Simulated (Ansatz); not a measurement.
Level of theory: DFT PBE, scalar-relativistic, plane waves, PAW (Ansatz 0.2.0). Settings: cutoff 420 eV, Γ-centred meshes spaced at most about 0.3 Å⁻¹, and about 0.25 Å⁻¹ or finer for metals (2π included), Gaussian smearing. No spin polarisation in the final relaxations.

These are static total energies at zero pressure.

Two relaxed structures of Li7Sb:

A. Space group Fm-3m (No. 225), cubic, a = 8.448 Å. Around Li on a site of symmetry mmm lie 10 Li at 2.99 Å and 2 Sb at 2.99 Å; Li on a site of symmetry m-3m is surrounded by 12 Li at 2.99 Å; Sb is surrounded by 12 Li at 2.99 Å.

B. Space group P-6m2 (No. 187), hexagonal, a = 6.047 Å, c = 4.746 Å. Around Li on a site of symmetry mm2 lie 10 Li at 2.96–3.07 Å and 2 Sb at 3.02 Å; Li on a second site of symmetry mm2 is surrounded by 10 Li at 2.89–3.15 Å and 2 Sb at 2.90 Å; around Li on a site of symmetry -6m2 lie 12 Li at 2.96–3.02 Å; Sb has 12 Li at 2.90–3.02 Å.

Question: Which form is favoured at zero pressure, and by what margin per atom?

Answer: B is lower, by 47 meV/atom. A has space group Fm-3m (No. 225), 18.8 Å³/atom and no gap on its mesh; B has space group P-6m2 (No. 187), 18.8 Å³/atom and no gap. Both come from invented guesses.

These runs have no spin–orbit coupling, which can matter for Sb. Cells relaxed within their symmetry can be saddle points.
